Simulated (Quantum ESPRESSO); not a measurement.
Kohn-Sham bands of Ga2AsP (R3m)

```
CELL_PARAMETERS angstrom
     -1.96511     3.40367     0.00000
     -3.93022     0.00000     0.00000
     -1.96511     1.13456     6.41726
ATOMIC_POSITIONS crystal
  Ga 0.99756 0.99756 0.00733
  Ga 0.50249 0.50249 0.49252
  P  0.62502 0.62502 0.12493
  As 0.12493 0.12493 0.62521
```

Cell from Materials Project (mp-1224789), symmetrised, no further relaxation. Not found in the COD (Crystallography Open Database) copy used; not checked further. Level: LDA, no spin polarisation, no spin-orbit coupling; pw.x of Quantum ESPRESSO at 64 Ry with PseudoDojo potentials, 8×8×8 k-points, Wannier90. Density: 10×10×10 mesh, cold smearing 0.01 Ry. Spin-orbit coupling, left out, would split the p-like bands by a few tenths of an eV.

Energies are relative to the valence-band maximum; weights are on the orthonormalised atomic waves of the pseudopotential files, averaged over the group. 46 electrons a cell are treated as valence.

Task: Into which isolated groups do the bands fall, where do they lie and what are they made of?

Result: 
```csv
bands,from (eV),to (eV),filling,weight on atomic waves
1–5,-35.33,-35.30,filled,As 3d 100 %
6–15,-15.04,-14.73,filled,Ga 3d 99 %
16–17,-12.73,-9.88,filled,"As 4s 29 %, P 3s 27 %, Ga 4p 24 %"
18–23,-6.96,0.00,filled,"P 3p 30 %, As 4p 29 %, Ga 4p 24 %"
```

The Kohn-Sham gap over both meshes and the path is 0.79 eV.
